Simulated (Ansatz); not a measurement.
ReW (L1₀ or tetragonal B2, space group No. 123) at seven volumes, r²SCAN in the plane-wave PAW code Ansatz, shape and atoms relaxed at each. One row is withheld.

```csv
V (Å³/atom),P (GPa)
14.036,39.01
14.499,?
14.962,11.16
15.424,0.00
15.887,-9.51
16.350,-17.58
16.812,-24.48
```

Q: Fit the shown pressures and predict the withheld one.

A: P = (3/2)B₀(x^(7/2) − x^(5/2))[1 + (3/4)(B′ − 4)(x − 1)] with x = (V₀/V)^(2/3). Least squares on the six rows gives V₀ = 15.426 Å³/atom, B₀ = 340 GPa, B′ = 4.12. At V = 14.499, x = 1.0422 and P = 23.94 GPa. The run itself gave 24.05 GPa.

Space group P4/mmm (L1₀ or tetragonal B2). The cell is a constructed one: a structure type filled with these elements; neither database checked (COD, Materials Project) lists it. Whether it is the stable phase at ambient conditions was not checked. The r²SCAN relaxation kept the symmetry of its start; its stability against distortions is not shown here. No spin polarisation was allowed. Spin–orbit coupling is left out wherever it is not named.

Potentials: the earlier of the program's two PAW sets.
